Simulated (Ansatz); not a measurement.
A generator proposed this cell of Ga₃SbAs₂.

```cif
data_structure
_symmetry_space_group_name_H-M 'I-4m2'
_symmetry_Int_Tables_number 119
_cell_length_a 3.9775
_cell_length_b 3.9775
_cell_length_c 16.8750
_cell_angle_alpha 90.000
_cell_angle_beta 90.000
_cell_angle_gamma 90.000
_cell_volume 266.97
loop_
_atom_site_label
_atom_site_type_symbol
_atom_site_symmetry_multiplicity
_atom_site_Wyckoff_symbol
_atom_site_fract_x
_atom_site_fract_y
_atom_site_fract_z
_atom_site_occupancy
Ga1 Ga 4 e 0.50000 0.50000 0.16667 1
Ga2 Ga 2 a 0.00000 0.00000 0.00000 1
Sb1 Sb 2 c 0.00000 0.50000 0.25000 1
As1 As 4 f 0.50000 0.00000 0.41667 1
```

Method: DFT PBE, scalar-relativistic, plane waves, PAW in Ansatz. Settings: cutoff 420 eV, Γ-centred mesh 6×6×6 on the computed 6-atom cell, Gaussian smearing of 0.10 eV; no spin polarisation.

Energies over the elements count from the elements' standard structures at the same level, with no fitted energy shifts.

Q: Estimate its pressure, forces and energy as it stands.

A: The pressure is 12.0 GPa (the mean over three directions, positive in compression), the largest force is 1.79 eV/Å, and the energy is −0.11 eV/atom against the elements. The shortest distance is 2.44 Å.

Q: How much does it gain on relaxing, and where does it end?

A: Relaxing gains about 0.15 eV/atom (the start's value is from the coarse mesh, so the gain is rough) in 8 ionic steps and ends at −0.26 eV/atom on the finer mesh. The symmetry stays I-4m2 (No. 119). The volume per atom grows by 15.7 %, from 22.2 to 25.7 Å³. The shortest distance goes from 2.44 Å (Ga–As and Ga–Sb) to 2.52 Å (Ga–As). Conventional cell: a = 4.176 Å, c = 17.711 Å. Ga on a site of symmetry 2mm has 2 As at 2.52 Å and 2 Sb at 2.64 Å; around Sb lie 4 Ga at 2.64 Å; As is surrounded by 4 Ga at 2.52 Å; 1 more site not described.

The last run used a 12×12×12 mesh for its 6-atom cell and Gaussian smearing of 0.10 eV. These runs have no spin–orbit coupling, which can matter for Sb. The reference form of As is held partly by dispersion forces, which this level lacks. The relaxation can't lower the symmetry of the start. Symmetry constrained the relaxation, so the result can be a saddle point.
